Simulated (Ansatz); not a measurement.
Input:

Hf:
```yaml
crystal:
  lattice:
    - [-1.74531, 1.74531, 1.74531]
    - [1.74531, -1.74531, 1.74531]
    - [1.74531, 1.74531, -1.74531]
  atoms:
    - { symbol: Hf, position: [0.00000, 0.00000, 0.00000] }
```

This is the PBEsol-relaxed structure.

Question: All from PBEsol in the plane-wave PAW code Ansatz, unless another level is named. Estimate the bulk modulus (Birch–Murnaghan fit).

Answer: 107 GPa.

Question: Predict the elastic constants (relaxed ions, GPa).

Answer: C11 = 80.3, C12 = 119, C44 = 52.6.

Space group Im-3m (bcc (W type)). This is a known high-temperature phase of the composition, computed here at zero pressure and temperature. The cell was relaxed with PBEsol under the symmetry of its start. At this level the phase is mechanically unstable. No spin polarisation was allowed. As this level gives no gap, shear constants depend on the k-mesh and smearing (Fermi–Dirac, 0.1 eV here). Scalar-relativistic: spin–orbit coupling is off unless named, which matters more the heavier the elements.

Potentials: the earlier of the program's two PAW sets. The files were generated under PBE; for other functionals the program regenerates the frozen cores, and for LDA and PBEsol the local potential too.
